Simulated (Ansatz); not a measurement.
Relaxed-ion elastic tensor of HfSiO₄ in space group I4_1/amd (No. 141; Hf on 4a, Si on 4b, O on 16h) in GPa (Voigt order), PBEsol in the plane-wave PAW code Ansatz; density 6.95 g/cm³, 10.77 Å³ per atom.

```csv
,1,2,3,4,5,6
1,428,69.3,151,0.0,0.0,0.0
2,69.3,428,151,0.0,0.0,0.0
3,151,151,484,0.0,0.0,0.0
4,0.0,0.0,0.0,109,0.0,0.0
5,0.0,0.0,0.0,0.0,109,0.0
6,0.0,0.0,0.0,0.0,0.0,49.7
```

**Question.** Is the crystal mechanically stable?

**Answer.** Yes: the smallest eigenvalue of C is 49.7 GPa.

**Question.** Work out the Voigt, Reuss and Hill averages.

**Answer.** K_V = 231, K_R = 226, K_H = 229; G_V = 118, G_R = 97.8, G_H = 108 GPa.

**Question.** Give Young's modulus, Poisson's ratio, Pugh's ratio and the universal anisotropy index.

**Answer.** E = 9KG/(3K + G) = 280 GPa; ν = 0.30; K/G = 2.12 (ductile by the Pugh limit of 1.75); A_U = 5G_V/G_R + K_V/K_R − 6 = 1.07.

**Question.** Estimate the sound speeds and the Debye temperature.

**Answer.** v_l = √((K + 4G/3)/ρ) = 7320 m/s, v_t = √(G/ρ) = 3940 m/s, mean 4400 m/s; Θ = (h/k)(3n/4πV)^(1/3) v_m = 593 K.

**Question.** How much does each axis shrink under pressure?

**Answer.** Linear compressibilities β_i = Σ_j S_ij (j = 1 to 3): x 1.7, y 1.7, z 1.0 per TPa.

The cell was relaxed with PBEsol under the symmetry of its start. The run is not spin-polarised. Spin–orbit coupling is left out wherever it is not named.

Potentials: the later of the program's two PAW sets.
